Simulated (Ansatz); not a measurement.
An elastic tensor (GPa, Voigt order, standard axes) from DFT-r²SCAN in the program Ansatz with PAW potentials:

```
  392  -12.9  -12.9    0.0    0.0    0.0
-12.9    392  -12.9    0.0    0.0    0.0
-12.9  -12.9    392    0.0    0.0    0.0
  0.0    0.0    0.0   -5.3    0.0    0.0
  0.0    0.0    0.0    0.0   -5.3    0.0
  0.0    0.0    0.0    0.0    0.0   -5.3
```

Q: Which of these materials gives this?
A. Mn3Al2Si3O12, Ia-3d (Al on 16a, Mn on 24c, Si on 24d, O on 96h)
B. CaO, CsCl type
C. SrTiO3, cubic perovskite
D. NbP, CsCl type

A: B, CaO, CsCl type

Space group Pm-3m (CsCl type). This is a known high-pressure phase of the composition, computed here at zero pressure and temperature. The r²SCAN relaxation kept the symmetry of its start. At this level the phase is mechanically unstable.

Potentials: the earlier of the program's two PAW sets.
